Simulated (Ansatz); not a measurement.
This cell of NbN (rock salt) is off equilibrium:

```xyz
2
Lattice="0.0000 2.1255 2.2955 2.1255 0.0000 2.2955 2.1255 2.1255 0.0000" Properties=species:S:1:pos:R:3 pbc="T T T"
N      0.0000     0.0000     0.0000
Nb     2.1255     2.1255     2.2955
```

Method: PBE (plane waves to 420 eV, PAW, scalar-relativistic; Ansatz, a program for electronic structure). k mesh 18×18×18 (Γ-centred), Fermi-Dirac smearing 0.05 eV. E stands for the smeared free energy. Stress and pressure are positive under compression. With partly filled bands, the response to shear is sensitive to the k mesh, so small differences along c/a are uncertain. NbN is run without spin polarisation. NbN was relaxed with its symmetry unable to fall. The PAW data are Ansatz's earlier set. This is a high-temperature form of NbN.

Task: Give the stress tensor in GPa and the pressure.

Result: 
```
   31.7      0.0      0.0
    0.0     31.7      0.0
    0.0      0.0     -8.2
```
The pressure, a third of the trace, is 18.4 GPa.

Task: It is the relaxed cell deformed to V/V₀ = 0.960, (c/a)/(c/a)₀ = 1.080, c along z, fractional positions held. What is its energy relative to the relaxed cell?

Result: 89 meV/atom.

(Under strain, the slope of the energy per volume gives the stress and its curvature an elastic modulus.)
